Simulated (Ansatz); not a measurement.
In DFT-PBE+D3(BJ) in the program Ansatz with PAW potentials, CuI in the hexagonal phase (P6_422; Cu on 3d, I on 3c) relaxes to a = 4.168 Å, c = 9.643 Å. Its formation energy from the elements is 0.030 eV/atom, with no fitted shifts.

The Kohn–Sham gap is 0.69 eV (indirect). The valence maximum lies at A and the conduction minimum at Γ. Electrons at the band edge weigh 0.13, 0.14, 0.14 mₑ (principal values). The hole mass is 0.35, 0.35, 0.62 mₑ (principal values). The magnetic state found is non-magnetic (starting moments vanished).

The start of the workflow was typed in or built on a structure type; neither database checked (COD, Materials Project) lists it. It is not the phase usual at ambient conditions (space group No. 216). The cell was relaxed with PBE+D3(BJ) under the symmetry of its start; its stability against distortions is not shown here. The workflow began spin-polarised and lost its moments. The volume moved by -32 % from the start of the relaxation. Point labels and valley counts follow the cell and symmetry of the run, lower than the named group. The references are the lowest solids computed at this level, not always the standard phases. Spin–orbit coupling is left out wherever it is not named.

Potentials: the later of the program's two PAW sets.
